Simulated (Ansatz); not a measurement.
AlBRu3:
```cif
data_AlBRu3
_chemical_formula_sum 'Al1 Ru3 B1'
_space_group_name_H-M_alt 'Pm-3m'
_space_group_IT_number 221
_space_group_name_Hall '-P 4 2 3'
_cell_length_a 4.01230
_cell_length_b 4.01230
_cell_length_c 4.01230
_cell_angle_alpha 90.000
_cell_angle_beta 90.000
_cell_angle_gamma 90.000
loop_
_atom_site_label
_atom_site_type_symbol
_atom_site_symmetry_multiplicity
_atom_site_Wyckoff_symbol
_atom_site_fract_x
_atom_site_fract_y
_atom_site_fract_z
_atom_site_occupancy
Al1 Al 1 a 0.00000 0.00000 0.00000 1
Ru1 Ru 3 c 0.00000 0.50000 0.50000 1
B1 B 1 b 0.50000 0.50000 0.50000 1
```

Relaxed with PBEsol.

Task: Decompose the optical modes at the zone centre into irreducible representations, and say which are infrared and Raman allowed.

Result: Point group m-3m: Γ_opt = 3T1u + T2u. Infrared: T1u. Raman: none.

Task: Assign frequencies (DFPT, DFT-PBEsol in the program Ansatz with PAW potentials).

Result: T2u 72i, T1u 150, T1u 193, T1u 683 cm⁻¹.

The start of the workflow was typed in or built on a structure type; neither database checked (COD, Materials Project) lists it. Its standing as an ambient phase is unchecked. Symmetry was held in the PBEsol relaxation. At this level the phase is dynamically unstable (imaginary phonons). The run is not spin-polarised. The volume moved by -16 % from the start of the relaxation. As this level gives no gap, phonon frequencies hold no LO–TO term and depend on the k-mesh and smearing (Fermi–Dirac, 0.1 eV here).

Potentials: the later of the program's two PAW sets.
